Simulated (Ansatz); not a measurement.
Input:

V2O3:
```yaml
crystal:
  lattice:
    - [2.38709, 1.37819, 4.74419]
    - [-2.38709, 1.37819, 4.74419]
    - [0.00000, -2.75637, 4.74419]
  atoms:
    - { symbol: V, position: [0.83972, 0.83972, 0.83972] }
    - { symbol: V, position: [0.66028, 0.66028, 0.66028] }
    - { symbol: V, position: [0.16028, 0.16028, 0.16028] }
    - { symbol: V, position: [0.33972, 0.33972, 0.33972] }
    - { symbol: O, position: [0.07567, 0.42433, 0.75000] }
    - { symbol: O, position: [0.75000, 0.07567, 0.42433] }
    - { symbol: O, position: [0.42433, 0.75000, 0.07567] }
    - { symbol: O, position: [0.92433, 0.57567, 0.25000] }
    - { symbol: O, position: [0.25000, 0.92433, 0.57567] }
    - { symbol: O, position: [0.57567, 0.25000, 0.92433] }
```
The run is spin-polarised.

This is the PBEsol-relaxed structure.

Problem. All from PBEsol (plane waves, PAW; program Ansatz), unless another level is named. Give the magnetic order.

Solution. ferromagnetic.

Problem. What about the Bader charges?

Solution. V +1.78, O -1.19 e.

Space group R-3c (corundum). Symmetry was held in the PBEsol relaxation. Magnetic state: ferromagnetic, chosen from 5 collinear starts compared on coarse meshes (ties went to the first, and starts can fall back to one state), not a proven ground state. No Hubbard U is applied.

Potentials: the later of the program's two PAW sets.
